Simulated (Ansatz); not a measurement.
**Pb, diamond: geometry optimisation**

All numbers below come from Ansatz, DFT, LDA (PW92), plane waves (420 eV) with PAW, scalar-relativistic. The PAW files were generated under PBE, with cores re-solved for the functional.

k-point mesh 8×8×8, Fermi-Dirac smearing 0.1 eV, no spin polarisation. Cell and atoms relax.

Starting structure:

```
CELL_PARAMETERS angstrom
0.00000 3.44673 3.44673
3.44673 0.00000 3.44673
3.44673 3.44673 0.00000
ATOMIC_POSITIONS crystal
Pb 0.12500 0.12500 0.12500
Pb 0.87500 0.87500 0.87500
```

Problem. What cell does the relaxation end in?

Solution. Fd-3m with a = 6.827 Å; 39.78 Å³ per atom against 40.95 at the start (-2.8 %).

Problem. How much energy does the relaxation gain?

Solution. 3.5 meV per atom.

Path of the relaxation (the plane waves are chosen anew near the end, which can shift the energy a little):

```csv
step,E − E(final) (meV/atom),V (Å³/atom),P (GPa),max force (eV/Å)
0,3.48,40.947,-0.92,0.000
1,0.02,39.544,0.19,0.000
2,-0.10,39.780,-0.01,0.000
3,0.00,39.780,-0.01,0.000
```
